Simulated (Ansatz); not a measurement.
MoW:
```
CELL_PARAMETERS angstrom
      1.30004    -5.35285     0.00000
      1.30004     5.35285     0.00000
      0.00000     0.00000     4.68024
ATOMIC_POSITIONS crystal
  W  0.67895 0.32105 0.25000
  Mo 0.93142 0.06858 0.25000
  W  0.32105 0.67895 0.75000
  Mo 0.06858 0.93142 0.75000
```

This is the PBE-relaxed structure.

Problem. All from DFT-PBE in the program Ansatz with PAW potentials, unless another level is named. Predict the formation energy from the elements (no fitted shifts).

Solution. 0.41 eV/atom.

Problem. Predict the density of states at the Fermi level.

Solution. 0.92 states/eV per atom (mean over ±0.08 eV).

Space group Cmcm. The start of the workflow was typed in or built on a structure type; neither database checked (COD, Materials Project) lists it. Its standing as an ambient phase is unchecked. The cell was relaxed with PBE under the symmetry of its start; its stability against distortions is not shown here. The run is not spin-polarised. Its formation energy is positive at this level, so the cell may be metastable or incomplete. The references are the lowest solids computed at this level, not always the standard phases. Spin–orbit coupling is left out wherever it is not named.

Potentials: the earlier of the program's two PAW sets.
